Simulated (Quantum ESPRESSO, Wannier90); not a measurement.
**Tight-binding from DFT: ZrBrN (R-3m)**

```
begin unit_cell_cart
ang
   -1.8270600545    3.1645608428    0.0000000000
   -3.6541201089    0.0000000000    0.0000000000
   -1.8270600545    1.0548536143   10.1508070000
end unit_cell_cart
begin atoms_frac
Zr   0.1240300000  0.1240300000 -0.3720900000
Zr  -0.1240300000 -0.1240300000  0.3720900000
Br   0.3923630000  0.3923630000 -0.1770890000
Br  -0.3923630000 -0.3923630000  0.1770890000
N    0.1950500000  0.1950500000  0.4148500000
N   -0.1950500000 -0.1950500000 -0.4148500000
end atoms_frac
```

Structure: Materials Project mp-541912, symmetrised, not relaxed again. Not found in the COD (Crystallography Open Database) copy used, which has the formula in other groups; not checked further. Computed values, not measurements, from PBEsol: Quantum ESPRESSO (norm-conserving PseudoDojo potentials, cutoff 68 Ry, spinors with spin-orbit coupling) on a Γ-centred 4×4×4 mesh, then Wannier90. Density: 10×10×10 mesh, cold smearing 0.01 Ry. The cell is built of weakly bound layers, chains or molecules. Database cells relaxed without dispersion often hold them too far apart, which can enlarge gaps and weakens couplings between them; spacing and stacking were not compared with the measured crystal.

A tight-binding model is made by disentanglement and projection with no localisation steps (num_iter = 0), so the 44 orbitals stay atom-like: hydrogen-like Zr: d; Br: p; N: p, axes along x, y, z; frozen window up to 2.98 eV relative to the valence-band maximum. It follows pw.x to 11 meV rms for states up to 2.5 eV relative to the valence-band maximum. Matrix elements depend on this choice of orbitals and windows.

**Question.** What are the on-site energies relative to the valence-band maximum, and how fast do the hoppings decay?

**Answer.** 
```
atom                   orbitals  energy (eV)
----  -------------------------  -----------
Zr1                   dz2↑ dz2↓         4.23
Zr1         dxz↑ dxz↓ dyz↑ dyz↓         3.09
Zr1   dx2-y2↑ dx2-y2↓ dxy↑ dxy↓         3.43
Zr2                   dz2↑ dz2↓         4.23
Zr2         dxz↑ dxz↓ dyz↑ dyz↓         3.09
Zr2   dx2-y2↑ dx2-y2↓ dxy↑ dxy↓         3.43
Br3                     pz↑ pz↓        -1.98
Br3             px↑ px↓ py↑ py↓        -1.91
Br4                     pz↑ pz↓        -1.98
Br4             px↑ px↓ py↑ py↓        -1.91
N5                      pz↑ pz↓        -0.65
N5              px↑ px↓ py↑ py↓        -0.77
N6                      pz↑ pz↓        -0.65
N6              px↑ px↓ py↑ py↓        -0.77
```

```tsv
distance of the centres (Å)	largest modulus (eV)
2–3	2.5
3–4	0.50
4–5	0.15
5–6	0.086
```
